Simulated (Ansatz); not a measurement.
NbCo2 in space group P6_3/mmc (No. 194; Nb on 4f, Co on 2a, Co on 6h) under volume change, the program Ansatz at the r²SCAN level (PAW), shape and atoms relaxed at each volume.

| V (Å³/atom) | E − E(relaxed) (meV/atom) | P (GPa) |
|---|---|---|
| 11.911 | 68.4 | 19.18 |
| 12.304 | 29.7 | 12.34 |
| 12.696 | 7.4 | 6.05 |
| 13.089 | 0.0 | 0.01 |
| 13.482 | 6.9 | -5.52 |
| 13.874 | 26.4 | -10.27 |
| 14.267 | 56.6 | -14.30 |

Task: What does a third-order Birch–Murnaghan fit give for V₀, B₀ and B′?

Result: V₀ = 13.09 Å³/atom, B₀ = 186 GPa, B′ = 2.2.

The first step of the workflow began from a Materials Project structure, measured or hypothetical; the Crystallography Open Database copy checked does not list it. COD files the formula under space group No. 227. Whether it is the stable phase at ambient conditions was not checked. Symmetry was held in the r²SCAN relaxation; whether a distortion lowers the energy is not shown. Magnetic state: ferromagnetic, chosen from 3 collinear starts compared on coarse meshes (ties went to the first, and starts can fall back to one state), not a proven ground state. Other orbital occupations within this spin state were not tried.

Potentials: the later of the program's two PAW sets.
